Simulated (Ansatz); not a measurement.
Input and command of a plane-wave DFT calculation in Ansatz:

```yaml
crystal:
  lattice:
    - [0.0, 2.5615591651, 2.5615591651]
    - [2.5615591651, 0.0, 2.5615591651]
    - [2.5615591651, 2.5615591651, 0.0]
  atoms:
    - { symbol: V, position: [0.0, 0.0, 0.0], spin: 2.0 }
    - { symbol: Au, position: [0.75, 0.75, 0.75] }
basis:
  ecutwfc: 500
kpoints:
  mp_grid: { grid: [6, 6, 6] }
hamiltonian:
  xc: r2scan
scf:
  occupations: { method: gaussian, width: 0.1 }
  lower_state_search: "off"
output:
  forces: true
  stress: true
  eigenvalues: true
  populations: true
magnetization:
  spin_polarized: true
```

```bash
ansatz run input.yaml --threads 1 --pin off --max-ram 2560MiB --backend cpu --events-out ev --progress --plain --runs-dir out
```

Processor: Intel(R) Xeon(R) Platinum 8259CL CPU @ 2.50GHz (Skylake/Cascade Lake), 1 thread, on a host shared with other jobs.

**Question.** Estimate time, memory and problem size.

**Answer.** About 17 s on 1 thread of Intel(R) Xeon(R) Platinum 8259CL CPU @ 2.50GHz (Skylake/Cascade Lake) (shared host), peak memory 0.46 GiB. It solves 21 bands at 16 k points (the mesh reduced by the symmetry that the task leaves, which can be less than the crystal's) with about 869 plane waves, in 15 SCF iterations.
